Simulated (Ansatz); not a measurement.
Level: r2SCAN, no spin polarisation; 500 eV; 8×8×5 Γ-centred mesh; fermi-dirac occupations (width 0.1 eV); Ansatz 0.2.0, fixed geometry.

Computed maps in the lattice plane spanned by a (left to right, 4.90 Å, 15 points from zero) and b (bottom to top, 4.90 Å, 15 points from zero), 120° apart, at height 0.167 along c. The fields are smooth PAW ones with compensation charges, not the true ones near nuclei.

Valence density. Digits on a logarithmic scale: 0 up to 0.03 e/Å³, each further digit a factor of 1.6, 9 from 1.3 e/Å³ up:
```
699999755677766
899999655666666
999998656666667
999986567776667
999865689997667
776656999997666
555568999997655
555679999986555
766679999965667
976679998656899
976667776568999
976666665689999
866666655699999
666777655799999
668999755799986
```

Question: The cell is Nb₂W. Which atoms lie within 0.2 Å of this plane, and where (fractions of a and b)?

Answer: W at (0.50, 0.50), Nb at (0.84, 0.16), Nb at (0.16, 0.84). The whole cell:
```
W Nb
1.0
     4.89728    0.00000    0.00000
    -2.44864    4.24117    0.00000
     0.00000    0.00000    6.82172
W Nb
3 6
Cartesian
  1.2243 2.1206 1.1372
  -1.2243 2.1206 5.6850
  2.4486 0.0000 3.4111
  3.7087 0.6862 1.1372
  1.2601 3.5550 5.6850
  2.4486 2.8687 3.4111
  -1.2601 3.5550 1.1372
  1.1886 0.6862 5.6850
  0.0000 1.3724 3.4111
```

Origin: a known structure type with other elements, at an estimated volume, so it need not be a known compound. Caveats: atoms or cell far from equilibrium.
